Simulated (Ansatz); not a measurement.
Total density of states per atom from the program Ansatz at the PBEsol level (PAW), in 0.25 eV bins, energy from the Fermi level:

```json
[
 {"E (eV)": "-7.85", "states/eV/atom": "0.27"},
 {"E (eV)": "-7.60", "states/eV/atom": "0.25"},
 {"E (eV)": "-7.35", "states/eV/atom": "0.19"},
 {"E (eV)": "-7.10", "states/eV/atom": "0.16"},
 {"E (eV)": "-6.85", "states/eV/atom": "0.20"},
 {"E (eV)": "-6.60", "states/eV/atom": "0.23"},
 {"E (eV)": "-6.35", "states/eV/atom": "0.25"},
 {"E (eV)": "-6.10", "states/eV/atom": "0.21"},
 {"E (eV)": "-5.85", "states/eV/atom": "0.22"},
 {"E (eV)": "-5.60", "states/eV/atom": "0.28"},
 {"E (eV)": "-5.35", "states/eV/atom": "0.35"},
 {"E (eV)": "-5.10", "states/eV/atom": "0.38"},
 {"E (eV)": "-4.85", "states/eV/atom": "0.32"},
 {"E (eV)": "-4.60", "states/eV/atom": "0.32"},
 {"E (eV)": "-4.35", "states/eV/atom": "0.37"},
 {"E (eV)": "-4.10", "states/eV/atom": "0.43"},
 {"E (eV)": "-3.85", "states/eV/atom": "0.48"},
 {"E (eV)": "-3.60", "states/eV/atom": "0.54"},
 {"E (eV)": "-3.35", "states/eV/atom": "0.59"},
 {"E (eV)": "-3.10", "states/eV/atom": "0.65"},
 {"E (eV)": "-2.85", "states/eV/atom": "0.68"},
 {"E (eV)": "-2.60", "states/eV/atom": "0.75"},
 {"E (eV)": "-2.35", "states/eV/atom": "0.70"},
 {"E (eV)": "-2.10", "states/eV/atom": "0.62"},
 {"E (eV)": "-1.85", "states/eV/atom": "0.55"},
 {"E (eV)": "-1.60", "states/eV/atom": "0.56"},
 {"E (eV)": "-1.35", "states/eV/atom": "0.50"},
 {"E (eV)": "-1.10", "states/eV/atom": "0.41"},
 {"E (eV)": "-0.85", "states/eV/atom": "0.35"},
 {"E (eV)": "-0.60", "states/eV/atom": "0.25"},
 {"E (eV)": "-0.35", "states/eV/atom": "0.22"},
 {"E (eV)": "-0.10", "states/eV/atom": "0.27"},
 {"E (eV)": "0.15", "states/eV/atom": "0.25"},
 {"E (eV)": "0.40", "states/eV/atom": "0.39"},
 {"E (eV)": "0.65", "states/eV/atom": "0.61"},
 {"E (eV)": "0.90", "states/eV/atom": "0.59"},
 {"E (eV)": "1.15", "states/eV/atom": "0.74"},
 {"E (eV)": "1.40", "states/eV/atom": "0.84"},
 {"E (eV)": "1.65", "states/eV/atom": "1.21"},
 {"E (eV)": "1.90", "states/eV/atom": "0.91"},
 {"E (eV)": "2.15", "states/eV/atom": "0.64"},
 {"E (eV)": "2.40", "states/eV/atom": "0.91"},
 {"E (eV)": "2.65", "states/eV/atom": "0.99"},
 {"E (eV)": "2.90", "states/eV/atom": "0.86"},
 {"E (eV)": "3.15", "states/eV/atom": "0.88"},
 {"E (eV)": "3.40", "states/eV/atom": "0.82"},
 {"E (eV)": "3.65", "states/eV/atom": "0.66"},
 {"E (eV)": "3.90", "states/eV/atom": "0.69"}
]
```

Question: Which of these materials gives this?
(A) TiSi2, Cmcm (Si on 4c, Si on 4c, Ti on 4c)
(B) W, bcc (W type)
(C) C, diamond
(D) Mg2Si, fluorite or antifluorite type

Answer: A, TiSi2, Cmcm (Si on 4c, Si on 4c, Ti on 4c). Within 0.5 eV of the Fermi level: Ti 3d 71 %, Si 3p 21 %. Projections are on Löwdin-orthogonalised atomic valence shells; empty p or d shells of many metals are not among them.

The cell was relaxed with PBEsol under the symmetry of its start. The run is not spin-polarised.

Potentials: the later of the program's two PAW sets.
